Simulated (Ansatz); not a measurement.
Si:
```yaml
crystal:
  lattice:
    - [0.00000, 2.73490, 2.73490]
    - [2.73490, 0.00000, 2.73490]
    - [2.73490, 2.73490, 0.00000]
  atoms:
    - { symbol: Si, position: [0.75000, 0.75000, 0.75000] }
    - { symbol: Si, position: [0.50000, 0.50000, 0.50000] }
```

Relaxed with PBE. Special points in fractions of this cell's reciprocal vectors: Γ (0.000, 0.000, 0.000); X (0.500, 0.000, 0.500); U (0.625, 0.250, 0.625); K (0.375, 0.375, 0.750); L (0.500, 0.500, 0.500); W (0.500, 0.250, 0.750).

Problem. List the band energies nearest the valence-band maximum at these points for plane-wave PAW PBE (Ansatz code).

Solution. In eV from the valence-band maximum; about four levels below and three above (degenerate sets whole), none deeper than 8.9 eV; points with the same levels are listed once.

| k | below | above |
|---|---|---|
| Γ | 0.00 0.00 0.00 | 2.55 2.55 2.55 |
| X | -7.75 -7.75 -2.80 -2.80 | 0.75 0.75 9.92 9.92 |
| U | -8.17 -7.17 -4.20 -2.38 | 1.23 4.11 7.37 |
| L | -6.87 -1.18 -1.18 | 1.46 3.35 3.35 |
| W | -7.60 -7.60 -3.76 -3.76 | 4.27 4.27 4.92 4.92 |

Space group Fd-3m (diamond). The PBE relaxation kept the symmetry of its start.

Potentials: the earlier of the program's two PAW sets.
